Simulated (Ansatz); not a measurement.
GaN:
```
GaN
1.0
    0.00000     2.10973     2.10973
    2.10973     0.00000     2.10973
    2.10973     2.10973     0.00000
Ga N
1 1
Cartesian
  0.00000   0.00000   0.00000
  2.10973   2.10973   2.10973
```

The program Ansatz at the PBEsol level (PAW) gives a gap of 0.54 eV without spin–orbit coupling, maximum on the K–Γ line, 53 % of the way from K, minimum at X.

Question: What happens when spin–orbit coupling is switched on?

Answer: The gap is nearly the same, to 0.54 eV; maximum on the K–Γ line, 53 % of the way from K, minimum at X.

Question: Give the electron effective mass with spin–orbit coupling.

Answer: 0.18, 0.18, 0.47 mₑ (principal values).

Question: Give the hole effective mass with spin–orbit coupling.

Answer: 0.28, 1.1, 4.3 mₑ (principal values).

Space group Fm-3m (rock salt). This is a known high-pressure phase of the composition, computed here at zero pressure and temperature. The cell was relaxed with PBEsol under the symmetry of its start; whether a distortion lowers the energy is not shown.

Potentials: the later of the program's two PAW sets.
